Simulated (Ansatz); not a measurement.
Cu (fcc (Cu type)), relaxed and computed with several functionals in Ansatz (plane waves, PAW).

```
functional  a (Å)
----------  -----
PBE+D3(BJ)  3.563
r²SCAN+D4   3.560
r²SCAN      3.577
LDA         3.518
PBE         3.629
PBEsol      3.564
```

All cells were relaxed under the symmetry of their starts (and spin orders); stability against distortions was not tested throughout. Rows with no word on spin ran without spin polarisation.

Potentials: the later of the program's two PAW sets.

Ansatz (a first-principles code) is a plane-wave DFT program.
